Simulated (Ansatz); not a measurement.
What DFT gives for MnIr

```xyz
4
Lattice="3.8583 0.0000 0.0000 0.0000 3.8583 0.0000 0.0000 0.0000 3.6461" Properties=species:S:1:pos:R:3 pbc="T T T"
Mn    0.0000    1.9292    1.8231
Mn    1.9292    0.0000    1.8231
Ir    0.0000    0.0000    0.0000
Ir    1.9292    1.9292    0.0000
```

Level: r2SCAN, no spin polarisation; 500 eV; 9×9×9 Γ-centred mesh; fermi-dirac occupations (width 0.1 eV); Ansatz 0.2.0, fixed geometry.

Problem. Describe some of the short contacts.

Solution. Mn–Ir at 2.65 Å: least valence density 0.36 e/Å³ and ELF 0.30 there. Mn–Mn at 2.73 Å: least valence density 0.26 e/Å³ and ELF 0.32 there. Ir–Ir at 2.73 Å: least valence density 0.44 e/Å³ and ELF 0.38 there. Both are smooth PAW fields, read partly inside the augmentation spheres.

Problem. Is it stable against the elements?

Solution. 0.19 eV an atom against the elements' usual phases (free molecules for gases, crystals otherwise, with no correction for O₂ or N₂), so at this geometry it isn't bound against them. Relaxing would lower it.

Problem. Are the atoms at rest?

Solution. The forces vanish by the symmetry of the sites.

Problem. What does the stress say?

Solution. The pressure is -24.3 GPa (compression positive), so with the atoms held at these fractions the cell would first shrink. The principal stresses -27.3, -27.3, -18.4 GPa differ, so its shape would change too.

Problem. Is there a gap?

Solution. It is a metal, with about 6.2 states/eV a cell as the mean within 0.25 eV of the Fermi level, mostly Mn d (77 %) and Ir d (19 %).

Origin: a database entry at a rescaled volume. Caveats: no spin polarisation, so a magnetic state may lie lower; atoms or cell far from equilibrium.
